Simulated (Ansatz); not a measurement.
The calculation used DFT PBE, scalar-relativistic, plane waves, PAW (Ansatz 0.2.0). Settings: cutoff 420 eV, Γ-centred meshes spaced at most about 0.3 Å⁻¹, and about 0.25 Å⁻¹ or finer for metals (2π included), Gaussian smearing. No spin polarisation in the final relaxations.

Temperature and zero-point effects are left out.

Two relaxed structures of ZrH4:

1.

```
Zr H
1.0
     3.02174    0.00000    0.00000
     0.00000    5.76599    0.00000
    -0.13009    0.00000    5.42859
Zr H
2 8
Direct
  0.50000 0.00000 0.50000
  0.00000 0.50000 0.50000
  0.50871 0.68623 0.69920
  0.01176 0.07534 0.76879
  0.98824 0.92466 0.23121
  0.49129 0.31377 0.30080
  0.01176 0.92466 0.76879
  0.50871 0.31377 0.69920
  0.98824 0.07534 0.23121
  0.49129 0.68623 0.30080
```

2.

```
Zr H
1.0
     1.86448   -3.02833    0.00000
     1.86448    3.02833    0.00000
     0.00000    0.00000    3.53995
Zr H
1 4
Direct
  0.00000 0.00000 0.00000
  0.66100 0.33900 0.00000
  0.33900 0.66100 0.00000
  0.75350 0.75350 0.50000
  0.24650 0.24650 0.50000
```

Question: Which is lower in energy, and by how much?

Answer: Cell 2 is lower, by 61 meV/atom. Cell 1 has space group P2/m (No. 10), 9.5 Å³/atom and no gap on its mesh; cell 2 has space group Cmmm (No. 65), 8.0 Å³/atom and no gap. Counting H atoms around Zr (those within 1.25 times the shortest such distance or 1.15 times the sum of covalent radii, 1.27 where that leaves under three; a slash parts the counts of unlike sites), cell 1 has Zr 8/12 and cell 2 has Zr 10. Cell 1 holds H–H pairs (shortest 0.87 Å); in cell 2 the shortest H–H distance is 1.84 Å. In cell 1, around Zr on its first site lie 12 H at 2.11–2.15 Å and 2 Zr at 3.02 Å; Zr on its second site has 8 H at 2.15 Å, 4 H at 2.85 Å and 2 Zr at 3.02 Å; H on its first site is surrounded by 4 H at 2.08–2.16 Å and 3 Zr at 2.11–2.15 Å; 1 more site not described. In cell 2, Zr has 10 H at 1.99–2.10 Å; H on a site of symmetry m2m has 1 H at 1.95 Å, 3 Zr at 2.05–2.10 Å and 6 H at 2.15–2.23 Å; around H on a site of symmetry 2mm lie 2 H at 1.84–1.89 Å, 2 Zr at 1.99 Å and 4 H at 2.23 Å. Both come from invented guesses.

Weakly bound directions are ill-defined at this level, which has no dispersion term (P2/m), and this can change margins and order among such cells. With hydrogen, zero-point motion can shift such differences by 10 meV/atom or more. Cells relaxed within their symmetry can be saddle points.
